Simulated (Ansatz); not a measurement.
Au:
```xyz
2
Lattice="0.0000 3.0389 3.0389 3.0389 0.0000 3.0389 3.0389 3.0389 0.0000" Properties=species:S:1:pos:R:3 pbc="T T T"
Au     0.0000     0.0000     0.0000
Au     1.5195     1.5195     1.5195
```

Relaxed with r²SCAN. Special points in fractions of this cell's reciprocal vectors: Γ (0.000, 0.000, 0.000); X (0.500, 0.000, 0.500); U (0.625, 0.250, 0.625); K (0.375, 0.375, 0.750); L (0.500, 0.500, 0.500); W (0.500, 0.250, 0.750).

**Question.** List the band energies nearest the Fermi level at these points for the program Ansatz at the r²SCAN level (PAW).

**Answer.** In eV from the Fermi level; about four levels below and three above (degenerate sets whole), none deeper than 8.9 eV; … stands for higher levels left out; points with the same levels are listed once.

```
k                          below                above
-  -----------------------------  -------------------
Γ  -2.49 -2.49 -2.49 -1.45 -1.45         9.10 10.11 …
X        -3.02 -3.02 -1.38 -1.38  0.26 0.26 3.95 3.95
U        -3.02 -1.31 -1.14 -0.02       0.43 2.37 4.84
L        -1.57 -1.57 -0.86 -0.43          7.16 7.16 …
W        -3.14 -3.14 -1.15 -1.15  0.28 0.28 2.99 2.99
```

Space group Fd-3m (diamond). The start of the workflow was typed in or built on a structure type; neither database checked (COD, Materials Project) lists it. It is not the phase usual at ambient conditions (space group No. 225). Symmetry was held in the r²SCAN relaxation. At this level the phase is mechanically unstable. Spin–orbit coupling is left out wherever it is not named.

Potentials: the earlier of the program's two PAW sets.
